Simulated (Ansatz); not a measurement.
Relaxed-ion elastic tensor of VCo3 (Cu3Au type, space group No. 221) in GPa (Voigt order), DFT-LDA in the program Ansatz with PAW potentials; density 9.35 g/cm³, 10.11 Å³ per atom.

```json
[
 {"": "1", "1": "455", "2": "224", "3": "224", "4": "0.0", "5": "0.0", "6": "0.0"},
 {"": "2", "1": "224", "2": "455", "3": "224", "4": "0.0", "5": "0.0", "6": "0.0"},
 {"": "3", "1": "224", "2": "224", "3": "455", "4": "0.0", "5": "0.0", "6": "0.0"},
 {"": "4", "1": "0.0", "2": "0.0", "3": "0.0", "4": "226", "5": "0.0", "6": "0.0"},
 {"": "5", "1": "0.0", "2": "0.0", "3": "0.0", "4": "0.0", "5": "226", "6": "0.0"},
 {"": "6", "1": "0.0", "2": "0.0", "3": "0.0", "4": "0.0", "5": "0.0", "6": "226"}
]
```

Q: Is the crystal mechanically stable?

A: Yes: the smallest eigenvalue of C is 226 GPa.

Q: Work out the Voigt, Reuss and Hill averages.

A: K_V = 301, K_R = 301, K_H = 301; G_V = 182, G_R = 164, G_H = 173 GPa.

Q: Give Young's modulus, Poisson's ratio, Pugh's ratio and the universal anisotropy index.

A: E = 9KG/(3K + G) = 435 GPa; ν = 0.26; K/G = 1.74 (near the Pugh limit of 1.75, no verdict); A_U = 5G_V/G_R + K_V/K_R − 6 = 0.56.

Q: Estimate the sound speeds and the Debye temperature.

A: v_l = √((K + 4G/3)/ρ) = 7540 m/s, v_t = √(G/ρ) = 4300 m/s, mean 4780 m/s; Θ = (h/k)(3n/4πV)^(1/3) v_m = 658 K.

Q: Give the Zener ratio and Young's modulus along [100], [110] and [111].

A: A = 2C44/(C11 − C12) = 1.95; 1/E = S11 − 2(S11 − S12 − S44/2)Γ with Γ = 0, 1/4, 1/3 gives 308, 456, 542 GPa.

Q: Solve the Christoffel equation for the three sound speeds along [100], [110], [111].

A: Eigenvalues of C_ijkl n_j n_l equal ρv². In km/s, slowest first: [100] 4.92, 4.92, 6.98; [110] 3.52, 4.92, 7.78; [111] 4.04, 4.04, 8.02.

Space group Pm-3m (Cu3Au type). The workflow started from a Materials Project entry (that database holds measured and hypothetical structures alike); the Crystallography Open Database copy checked does not list it. Its standing as an ambient phase is unchecked. Symmetry was held in the LDA relaxation; whether a distortion lowers the energy is not shown. No spin polarisation was allowed. As this level gives no gap, shear constants depend on the k-mesh and smearing (Fermi–Dirac, 0.1 eV here). On the denser mesh and wider smearing of the elastic run this cell carries a stress of 0.3 GPa.

Potentials: the later of the program's two PAW sets.
